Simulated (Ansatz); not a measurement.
**CeCo₃B₂ in Ansatz, single run**

Input:

```yaml
crystal:
  lattice:
    - [5.061, 0.0, 0.0]
    - [-2.5305, 4.38295, 0.0]
    - [0.0, 0.0, 3.038]
  atoms:
    - { symbol: Co, position: [0.5, 0.0, 0.5] }
    - { symbol: Co, position: [0.5, 0.5, 0.5] }
    - { symbol: Co, position: [0.0, 0.5, 0.5] }
    - { symbol: B, position: [0.3333, 0.6667, 0.0] }
    - { symbol: B, position: [0.6666, 0.3333, 0.0] }
    - { symbol: Ce, position: [0.0, 0.0, 0.0] }
  symmetry: { tolerance: 0.0003 }
kpoints:
  mp_grid: { grid: [4, 4, 6], shift: [0, 0, 0] }
magnetization:
  spin_polarized: false
scf:
  occupations: { method: fermi_dirac }
  mixing: { preconditioner: ldos }
hamiltonian:
  pseudopotentials: { kind: paw }
  xc: r2scan
  dispersion: d4
basis:
  ecutwfc: 500
output:
  forces: true
  stress: true
  eigenvalues: true
  write_density: true
  write_potential: true
  elf: true
  volumetric_format: npy
accuracy: high
```

The command:

```bash
ansatz run input.yaml --threads 1 --pin off --max-ram 2560MiB --backend cpu --events-out ev --progress --plain --runs-dir out
```

Origin of the cell: a database entry, scaled a little.

The smearing width isn't typed, so it takes its default of 0.1 eV.

Output (shortened):

```
Warning: the atoms were moved onto the symmetric positions of the space group found under crystal.symmetry.tolerance 3.0e-4 (fractional; no operation is sought that the atoms, as they stand i […]
band count auto-derived: 45 (N_el = 69.0; filled up to band 35; 42 by the electrons, moments and atoms)
Pseudopotentials: kind: paw
Pseudopotential: Co, paw, valence charge 17, recommended cutoff 500 eV (meta_gga), Co.paw.azcp
Pseudopotential: B, paw, valence charge 3, recommended cutoff 500 eV (meta_gga), B.paw.azcp
Pseudopotential: Ce, paw, valence charge 12, recommended cutoff 500 eV (meta_gga), Ce.paw.azcp
Functional definition: r2SCAN
  exchange = r2scan_x(k0 = k0, k1 = k1, a1 = a1)
  correlation = r2scan_c
Crystal: 6 atoms, lattice volume = 67.389 Å³
Basis set: ecut = 500 eV, 1697 PW (Γ), exchange–correlation on 225×225×135 points (125 copies of the dense FFT grid, shifted against one another)
[… 13 lines left out …]
Initial density: superposition of atomic densities (chi_scale 0.1, normalization cell, long waves kept (reshape's long-wave potential 0.00 eV rms))
Functional: x = r2scan, c = r2scan; τ floored in thin density (d = 2e-4 eV/Å³)
SCF iter   1: F=—  HF=-22304.900463 eV  Δρ=1.45e-1  dr2=8.97e0  dr2_τ=3.93e-1  defer=5
SCF iter   2: F=—  HF=-22357.990692 eV  Δρ=1.05e-1  dr2=1.02e1  dr2_τ=9.59e-1  defer=25
SCF iter   3: F=—  HF=-22300.725735 eV  Δρ=1.39e-2  dr2=8.82e-2  dr2_τ=2.30e-2  defer=1
SCF iter   4: F=—  HF=-22300.592006 eV  Δρ=8.51e-3  dr2=4.93e-2  dr2_τ=1.82e-3
SCF iter   5: F=—  HF=-22300.599288 eV  Δρ=8.39e-3  dr2=2.97e-2  dr2_τ=5.38e-4
SCF iter   6: F=—  HF=-22300.594845 eV  Δρ=4.53e-3  dr2=1.37e-2  dr2_τ=2.69e-4
SCF iter   7: F=—  HF=-22300.592535 eV  Δρ=1.65e-3  dr2=2.09e-3  dr2_τ=9.18e-5
SCF iter   8: F=—  HF=-22300.590543 eV  Δρ=3.10e-3  dr2=2.44e-3  dr2_τ=1.64e-4
SCF iter   9: F=—  HF=-22300.590842 eV  Δρ=2.18e-3  dr2=1.01e-3  dr2_τ=4.47e-5
SCF iter  10: F=—  HF=-22300.591337 eV  Δρ=1.37e-3  dr2=7.69e-4  dr2_τ=1.15e-5
[… 10 lines left out …]
SCF iter  21: F=—  HF=-22300.591101 eV  Δρ=8.01e-7  dr2=5.70e-10  dr2_τ=2.05e-12
SCF iter  22: F=—  HF=-22300.591101 eV  Δρ=7.73e-7  dr2=5.14e-10  dr2_τ=1.76e-12
SCF iter  23: F=—  HF=-22300.591101 eV  Δρ=7.69e-7  dr2=5.12e-10  dr2_τ=1.80e-12
SCF iter  24: F=—  HF=-22300.591101 eV  Δρ=8.49e-7  dr2=6.36e-10  dr2_τ=2.67e-12
SCF iter  25: F=—  HF=-22300.591101 eV  Δρ=8.52e-7  dr2=6.42e-10  dr2_τ=2.75e-12
SCF iter  26: F=—  HF=-22300.591101 eV  Δρ=3.74e-7  dr2=3.67e-11  dr2_τ=9.05e-12
SCF iter  27: F=—  HF=-22300.591101 eV  Δρ=3.26e-7  dr2=2.71e-11  dr2_τ=2.76e-12
SCF iter  28: F=—  HF=-22300.591101 eV  Δρ=2.36e-7  dr2=2.00e-11  dr2_τ=2.41e-12
SCF iter  29: F=—  HF=-22300.591101 eV  Δρ=1.55e-7  dr2=9.21e-12  dr2_τ=1.38e-12
SCF iter  30: F=-22300.591101 eV  HF=-22300.591101 eV  Δρ=8.65e-8  dr2=3.41e-12  dr2_τ=1.45e-13
SCF 1 converged in 30 iterations: F = -22300.591101 eV  dr2 = 3.41e-12
SCF converged after 30 iterations
Free energy (F): -22300.591101 eV
Harris-Foulkes:  -22300.591101 eV  (|F-HF|=3.64e-12)
Internal energy: -22300.481213 eV  (E = F + TS)
E sigma→0 (E₀):  -22300.536157 eV
Entropy (-TS):   -0.109888 eV (-18.315 meV/atom)
Fermi energy:    17.609114 eV
--- Per-component energies (eV) ---
  E_band       = -758.725504
  E_kinetic    = 1846.978982
  E_local      = -10570.008590  (includes V_loc(G=0)·N_el)
  E_nonlocal   = 1333.329338
  E_hartree    = 4553.283066
  E_xc         = -762.048972
  E_vxc        = -1060.912748  (∫ρ·V_xc dr)
  E_paw        = -10222.626490  (= ΣΔE_a)
  E_vpaw       = -1478.422417  (= ΣTr[D̂ρ^β])
  E_aug_tail   = 0.000112  (compensation charges beyond the density's cutoff)
  E_vtau       = 63.743619  (kinetic-family band-sum trace: ∫τ·v_τ [+ j·A + Jᵃ·Aᵃ] dr)
  E_ewald      = -8477.704577
  E_disp       = -0.843955  (pairwise vdW)
  E_core_change = -0.840126  (= ΣΔE_core)
  E_smearing   = -0.109888  (= −TS)
  Σ components = -22300.591101   (vs F -22300.591101, Δ=0.00e0)
--- Forces (eV/Å), atoms counted from 1 ---
  atom   1  Co     0.000000     0.000000     0.000000
  atom   2  Co     0.000000    -0.000000     0.000000
  atom   3  Co    -0.000000    -0.000000     0.000000
  atom   4  B     -0.000000     0.000000     0.000000
  atom   5  B      0.000000    -0.000000     0.000000
  atom   6  Ce     0.000000     0.000000     0.000000
  max |Σ_I F_I| component: 1.85e-17 eV/Å
--- Stress (GPa, compression-positive) ---
       -8.565959       0.000000       0.000000
        0.000000      -8.565959       0.000000
        0.000000       0.000000     -10.417908
  P = ⅓ Tr σ = -9.1833 GPa (-91.833 kbar)
```

Caveats: f shells without a U or exact exchange are poorly placed; no spin polarisation, so a magnetic state may lie lower; no spin-orbit coupling, though heavy elements are present; the k mesh is coarse if the cell is a metal.

The run took 37 s on 1 thread of Arm Neoverse V2 (shared host), peak memory 0.76 GiB, from the program's own first density.
